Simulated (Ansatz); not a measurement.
The calculation used DFT PBE, scalar-relativistic, plane waves, PAW in Ansatz 0.2.0. Cutoff 420 eV, Γ-centred 12×12×6 mesh (5-atom cell), Gaussian smearing of 0.10 eV, no spin polarisation.

The zero of energy is the elements' standard structures at the same level (N₂ as a molecule); no fitted shifts are applied.

Question: Find a candidate hexagonal metal with formula Ta3N2, with a formation energy near −0.58 eV/atom and a density near 14.70 g/cm³, in a cell of 5 atoms. Its symmetry should be P-6m2 (No. 187).

Answer: Ta3N2, space group P-6m2 (No. 187). Ta on a site of symmetry 3m has 3 N at 2.25 Å and 8 Ta at 2.79–2.94 Å; Ta on a site of symmetry -6m2 has 6 N at 2.22 Å and 8 Ta at 2.90–2.94 Å; around N lie 6 Ta at 2.22–2.25 Å.

```xyz
5
Lattice="2.9436 0.0000 0.0000 -1.4718 2.5492 0.0000 0.0000 0.0000 8.5906" Properties=species:S:1:pos:R:3 pbc="T T T"
Ta    0.0000    0.0000    2.8991
Ta    0.0000    0.0000    5.6916
Ta    0.0000    0.0000    0.0000
N     1.4718    0.8497    7.1700
N     1.4718    0.8497    1.4207
```

| Property | Result |
| --- | --- |
| Volume per atom | 12.89 Å³ |
| Density | 14.70 g/cm³ |
| Energy over the elements | −0.58 eV/atom |
| Gap on the 12×12×6 mesh of the 5-atom cell | 0 eV (a metal) |

It was reached by relaxing an invented guess, and it needn't be the stable form of this composition. Other answers may fit too; this one was computed.

These runs have no spin–orbit coupling, which can matter for Ta. A structure relaxed within its symmetry needn't be a true minimum.
